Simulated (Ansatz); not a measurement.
# Sr2InN2: do the settings matter for the field gradients?

This input was run with Ansatz:

```yaml
crystal:
  lattice:
    - [2.6967158621, -6.0120411631, 0.0]
    - [2.6967158621, 6.0120411631, 0.0]
    - [0.0, 0.0, 12.910748]
  atoms:
    - { symbol: Sr, position: [0.537191, 0.462809, 0.358092] }
    - { symbol: Sr, position: [0.462809, 0.537191, 0.641908] }
    - { symbol: Sr, position: [0.962809, 0.037191, 0.858092] }
    - { symbol: Sr, position: [0.037191, 0.962809, 0.141908] }
    - { symbol: Sr, position: [0.858954, 0.141046, 0.450564] }
    - { symbol: Sr, position: [0.141046, 0.858954, 0.549436] }
    - { symbol: Sr, position: [0.641046, 0.358954, 0.950564] }
    - { symbol: Sr, position: [0.358954, 0.641046, 0.049436] }
    - { symbol: In, position: [0.736764, 0.263236, 0.178975] }
    - { symbol: In, position: [0.263236, 0.736764, 0.821025] }
    - { symbol: In, position: [0.763236, 0.236764, 0.678975] }
    - { symbol: In, position: [0.236764, 0.763236, 0.321025] }
    - { symbol: "N", position: [0.562438, 0.437562, 0.13911] }
    - { symbol: "N", position: [0.437562, 0.562438, 0.86089] }
    - { symbol: "N", position: [0.937562, 0.062438, 0.63911] }
    - { symbol: "N", position: [0.062438, 0.937562, 0.36089] }
    - { symbol: "N", position: [0.846168, 0.153832, 0.050632] }
    - { symbol: "N", position: [0.153832, 0.846168, 0.949368] }
    - { symbol: "N", position: [0.653832, 0.346168, 0.550632] }
    - { symbol: "N", position: [0.346168, 0.653832, 0.449368] }
kpoints:
  mp_grid: { grid: [2, 2, 1] }
scf:
  occupations: { method: fermi_dirac, width: 0.05 }
hamiltonian:
  xc: pbe
  pseudopotentials: { kind: paw }
output:
  forces: true
  stress: true
  populations: true
  efg:
    quadrupole_moments_barn: { Sr: 0.305, In: 0.772, "N": 0.02044 }
    contact_densities: true
```

```sh
ansatz run input.yaml --threads 2 --pin off --max-ram 5120MiB --backend cpu --events-out ev --progress --plain --runs-dir out
```

It converged. Of its output the block on the nuclei alone is shown, without the SCF iterations, energies, forces and stress (one atom of each set):

```
--- PAW observables at the nuclei: V_zz in 10²¹ V/m², potentials from the cell's mean, atoms counted from 1 ---
  atom   1  Sr V_zz =    +6.819008   η = 0.4662   by run symmetry: allowed   C_q = +50.2893 MHz
            electrostatic potential = -5510.404136 V   contact ρ = 401068.008303 e/Å³
  atom   5  Sr V_zz =    -6.539790   η = 0.9744   by run symmetry: allowed   C_q = -48.2301 MHz
            electrostatic potential = -5510.625881 V   contact ρ = 401068.740059 e/Å³
  atom   9  In V_zz =   +18.318545   η = 0.9528   by run symmetry: allowed   C_q = +341.9500 MHz
            electrostatic potential = -7937.739524 V   contact ρ = 1133014.815896 e/Å³
  atom  13  N  V_zz =    +4.349252   η = 0.2600   by run symmetry: allowed   C_q = +2.1496 MHz
            electrostatic potential = -516.794322 V   contact ρ = 1417.324267 e/Å³
  atom  17  N  V_zz =    +4.904885   η = 0.0490   by run symmetry: allowed   C_q = +2.4242 MHz
            electrostatic potential = -516.812300 V   contact ρ = 1417.226783 e/Å³
```

(1) Can these gradients be trusted, and how do they compare with a run on standard settings?

Results:

(1) Not as converged values. Against the standard input the change is `kpoints.mp_grid.grid`: [7, 7, 3] → [2, 2, 1]. A site carries the number of its first atom; V_zz in 10²¹ V/m².

```csv
site,atom,V_zz standard,η standard,V_zz here,η here
Sr1,1,6.82,0.51,6.82,0.47
Sr5,5,6.11,0.95,-6.54,0.97
In,9,19.04,0.93,18.32,0.95
N13,13,4.46,0.17,4.35,0.26
N17,17,4.89,0.16,4.90,0.05
```

The largest change of V_zz along a kept axis is on In, from 19.04 to 18.32. In per cent, |V_zz| changes by 0 on Sr, -4 on In, -2 to 0 on N (all sites that start above 2, bar those whose gradient vanishes or changes sign or whose main axis turns by over 40°). On Sr5 the largest principal value lies along another axis in the second run, so the two V_zz can't be compared directly. SCF iterations: 8 and 8. In the changed run the k-mesh is coarser than the standard one, so its values aren't converged ones.

On the reference run: With no gap above 0.1 eV, as in a metal, the gradients converge slowly in k; expect changes of a tenth or more on a denser mesh. Without spin–orbit coupling (the program notes it for In and Sr) the gradients can shift somewhat, as the gap is small.
